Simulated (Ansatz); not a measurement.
Ta2N:
```cif
data_N3Ta6
_chemical_formula_sum 'Ta6 N3'
_space_group_name_H-M_alt 'P-31m'
_space_group_IT_number 162
_space_group_name_Hall '-P 3 2'
_cell_length_a 5.29091
_cell_length_b 5.29091
_cell_length_c 4.93050
_cell_angle_alpha 90.000
_cell_angle_beta 90.000
_cell_angle_gamma 120.000
loop_
_atom_site_label
_atom_site_type_symbol
_atom_site_symmetry_multiplicity
_atom_site_Wyckoff_symbol
_atom_site_fract_x
_atom_site_fract_y
_atom_site_fract_z
_atom_site_occupancy
Ta1 Ta 6 k 0.33303 0.33303 0.24685 1
N1 N 2 d 0.33333 0.66667 0.50000 1
N2 N 1 a 0.00000 0.00000 0.00000 1
```

Relaxed at zero pressure with r²SCAN (plane waves, PAW; program Ansatz).

Task: The volume is raised by 9 % and shape and atoms relax at that volume. What pressure results, and how do the axes share the change?

Result: -21.6 GPa; a 3.0 %, b 3.0 %, c 2.8 %; the energy rises by 87 meV/atom.

Task: Give the new structure.

Result: 
Space group P-31m (No. 162); a = 5.4492 Å, b = 5.4492 Å, c = 5.0666 Å, α = 90.00°, β = 90.00°, γ = 120.00°

```json
[
 {"atom": "Ta", "site": "6k", "symmetry": "..m", "x": "0.3321", "y": "0.3321", "z": "0.2481"},
 {"atom": "N", "site": "2d", "symmetry": "3.2", "x": "0.3333", "y": "0.6667", "z": "0.5000"},
 {"atom": "N", "site": "1a", "symmetry": "-3.m", "x": "0.0000", "y": "0.0000", "z": "0.0000"}
]
```

The phase is kept; no other phase was compared at this pressure.

The first step of the workflow began from a Materials Project structure, measured or hypothetical; the Crystallography Open Database copy checked does not list it. Whether it is the stable phase at ambient conditions was not checked. The cell was relaxed with r²SCAN under the symmetry of its start; its stability against distortions is not shown here. The run is not spin-polarised. Scalar-relativistic: spin–orbit coupling is off unless named, which matters more the heavier the elements.

Potentials: the later of the program's two PAW sets.
